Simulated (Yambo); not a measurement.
Yambo run on CdS (wurtzite, space group P6_3mc, No. 186). The wavefunctions are LDA (Quantum ESPRESSO, PseudoDojo norm-conserving, 102 Ry, scalar-relativistic) ones on a 3×3×2 mesh (26 occupied bands); a = b = 4.077 Å, c = 6.633 Å, α = β = 90.00°, γ = 120.00°.

Yambo input:

```
rim_cut
gw0
dyson
el_el_corr
HF_and_locXC
ppa
em1d
RandQpts= 1000000
RandGvec= 1 Ry
EXXRLvcs= 102 Ry
VXCRLvcs= 408 Ry
Chimod= "HARTREE"
% BndsRnXp
 9 | 195 |
%
NGsBlkXp= 3 Ry
% LongDrXp
 1.0 | 1.0 | 1.0 |
%
PPAPntXp= 27.2114 eV
% GbndRnge
 1 | 195 |
%
GTermKind= "BG"
DysSolver= "n"
ExtendOut
% QPkrange
 1 | 1 | 26 | 27 |
%
```

k points by index: 1 = Γ.

Table of the .qp output:

```
#    K-point    Band    Eo [eV]    E [eV]    E-Eo [eV]    Vxc [eV]    Vnlxc [eV]    Sc|Eo [eV]    Sc|E [eV]    dSc/dw|Eo [eV]    Re(Z)    Im(Z)
#
    1    26    0.000000    -0.499920    -0.499920    -15.51535    -18.64074    2.497300    2.625468    -6.974900    0.795971    -0.001377
    1    27    1.025969    1.630625    0.604657    -11.18854    -6.773884    -3.675577    -3.810000    -6.048302    0.818147    -0.001253
```
(The two width columns are left out.) Convergence of these settings isn't established.

Spin-orbit coupling is not included.

Geometry relaxed with LDA.
